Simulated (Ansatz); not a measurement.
Frames from the relaxation of a relaxed Li cell displaced along its unstable phonon at q = (0, 0, ½) of its primitive reciprocal cell (126i cm⁻¹), largest move 0.15 Å, as extended XYZ (Å, eV, eV/Å, GPa with compression positive). Calculation: PBEsol (plane waves to 420 eV, PAW, scalar-relativistic; Ansatz, a quantum-chemistry and plane-wave program). Γ-centred k-mesh 13×13×6 on the run's cell (coarser than for final values), Fermi–Dirac smearing 0.05 eV.

```xyz
2
Lattice="2.9370 0.0000 0.0000 -1.4685 2.5435 0.0000 0.0000 0.0000 5.4207" Properties=species:S:1:pos:R:3:forces:R:3 pbc="T T T" step=1 free_energy=-405.883 pressure=0.0 accepted=T
Li     0.0000    -0.1500     0.0000    0.0000   -0.0577    0.0000
Li     0.0000     0.1500     2.7104    0.0000    0.0577    0.0000
2
Lattice="2.9328 0.0000 0.0000 -1.4664 2.5427 0.0000 0.0000 0.0000 5.3957" Properties=species:S:1:pos:R:3:forces:R:3 pbc="T T T" step=2 free_energy=-405.913 pressure=0.1 accepted=T
Li     0.0000    -0.3358     0.0000    0.0000   -0.0982    0.0000
Li     0.0000     0.3358     2.6978    0.0000    0.0982    0.0000
2
Lattice="2.9338 0.0000 0.0000 -1.4669 2.5604 0.0000 0.0000 0.0000 5.3399" Properties=species:S:1:pos:R:3:forces:R:3 pbc="T T T" step=3 free_energy=-405.955 pressure=0.1 accepted=T
Li     0.0000    -0.5345     0.0000    0.0000   -0.0886    0.0000
Li     0.0000     0.5345     2.6699    0.0000    0.0886    0.0000
```

The path has 9 moves and ends in Cmcm (No. 63) at a tolerance of 0.01 Å, P6₃/mmc (No. 194) at 0.1 Å, 0.06 eV/atom below its start. Free energies are of the whole cell and compare only within this code, potentials and settings.  No spin polarisation in the result.

The run could not lose the symmetry of its start: the end is stationary, and may be a saddle point rather than a minimum.

The end of the path is a generated cell of Li: the first start was made by placing the elements on the sites of a structure type, and the end was not matched to a known phase here, so it may be hypothetical. Known forms of Li include space group No. 229.
